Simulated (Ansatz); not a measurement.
Wurtzite alloy of AlN and SiC (33 of 48 Al sites, 33 of 48 N sites exchanged), 96 atoms

Ansatz, PAW, plane waves. PBEsol relaxation of cell lengths and atoms (angles held) at the single k point (¼, ¼, ¼) without its symmetry partners; single points on the relaxed atoms at the Γ point alone, onto which points of the small cell's zone fold. Arrangement: random. No spin–orbit coupling unless named.

Relaxed structure:

```
CELL_PARAMETERS angstrom
9.29472 0.00000 0.00000
0.00000 10.73505 0.00000
0.00000 0.00000 10.06121
ATOMIC_POSITIONS crystal
Al 0.16952 0.08095 0.24910
Al 0.16712 0.08206 0.74728
Al 0.49503 0.08377 0.74672
Al 0.33700 0.33269 0.25169
Al 0.99619 0.83405 0.75005
Al 0.50423 0.58873 0.74611
Al 0.67049 0.83740 0.75091
Al 0.33395 0.16955 0.50455
Al 0.99489 0.66743 0.50314
Al 0.99654 0.66745 0.99551
Al 0.16514 0.91433 0.99859
Al 0.83339 0.41497 0.99615
Al 0.49952 0.91561 0.50708
Al 0.49614 0.91618 0.99233
Al 0.83261 0.91908 0.49973
Si 0.99562 0.33394 0.24944
Si 0.99954 0.32940 0.74834
Si 0.49863 0.08613 0.25305
Si 0.33693 0.33293 0.74496
Si 0.16389 0.58371 0.24743
Si 0.16513 0.58409 0.74947
Si 0.00763 0.82983 0.25498
Si 0.83509 0.08931 0.24977
Si 0.83377 0.08572 0.74723
Si 0.66907 0.33331 0.25080
Si 0.66511 0.32851 0.74386
Si 0.50603 0.58298 0.24935
Si 0.33067 0.83190 0.25266
Si 0.33018 0.83033 0.74450
Si 0.83251 0.58022 0.25438
Si 0.83130 0.58213 0.74765
Si 0.66558 0.83390 0.25171
Si 0.00517 0.16667 0.49967
Si 0.00506 0.16565 0.99992
Si 0.33403 0.16482 0.00192
Si 0.17086 0.41695 0.49938
Si 0.16731 0.41745 0.99905
Si 0.66320 0.16748 0.49959
Si 0.66392 0.16537 0.00017
Si 0.49914 0.41619 0.50407
Si 0.50210 0.41959 0.00070
Si 0.33229 0.66570 0.49789
Si 0.33494 0.66470 0.00007
Si 0.16104 0.91800 0.50386
Si 0.83154 0.41659 0.50277
Si 0.67391 0.66961 0.50180
Si 0.67042 0.66993 0.00039
Si 0.83346 0.91652 0.99959
C 0.99331 0.17240 0.18661
C 0.99139 0.17106 0.68315
C 0.34407 0.16558 0.18166
C 0.33100 0.17880 0.69836
C 0.99731 0.66232 0.19684
C 0.99905 0.65380 0.69833
C 0.66696 0.16459 0.18630
C 0.67300 0.16720 0.68552
C 0.51063 0.42215 0.18263
C 0.50179 0.41493 0.69129
C 0.33772 0.66350 0.19045
C 0.32505 0.66317 0.67982
C 0.17123 0.90495 0.19314
C 0.17174 0.90906 0.68505
C 0.83295 0.41671 0.19145
C 0.83316 0.41471 0.69462
C 0.66887 0.66881 0.18745
C 0.67723 0.66617 0.68337
C 0.49116 0.91053 0.70009
C 0.16132 0.07979 0.44388
C 0.17222 0.09018 0.94449
C 0.00386 0.33776 0.43903
C 0.01219 0.33184 0.93378
C 0.50854 0.08417 0.43309
C 0.33394 0.34827 0.44346
C 0.18071 0.57594 0.93624
C 0.00509 0.83635 0.43606
C 0.98941 0.83809 0.94397
C 0.82968 0.08684 0.93811
C 0.66498 0.33464 0.43924
C 0.82357 0.57590 0.43735
C 0.66471 0.82613 0.43115
C 0.67148 0.83107 0.95043
N 0.16012 0.42117 0.18352
N 0.16706 0.41899 0.68736
N 0.49743 0.91473 0.19460
N 0.83074 0.92235 0.19362
N 0.83291 0.93109 0.68743
N 0.50067 0.09299 0.94612
N 0.33872 0.34090 0.94138
N 0.17672 0.57859 0.43276
N 0.83278 0.09587 0.43171
N 0.65244 0.32923 0.93356
N 0.49788 0.58500 0.43653
N 0.50314 0.58301 0.94562
N 0.32893 0.82143 0.43286
N 0.33476 0.81734 0.93341
N 0.81659 0.58128 0.93276
```

Task: What are the mean bond lengths by pair (pairs within 1.2 times the sum of covalent radii, less contacts 15 % beyond the pair's median; cation–cation pairs of compounds aside; long ionic contacts are cut short by that bound)?

Result: Al–C 1.962 ± 0.036 Å (standard deviation, 44 bonds); Al–N 1.985 ± 0.050 Å (standard deviation, 16 bonds); C–Si 1.854 ± 0.043 Å (standard deviation, 88 bonds); N–Si 1.882 ± 0.059 Å (standard deviation, 44 bonds).

Task: What gap lies between the top filled and the lowest empty level in the single points?

Result: HSE06 3.07 eV (4 min on 7 threads of Neoverse-V2).
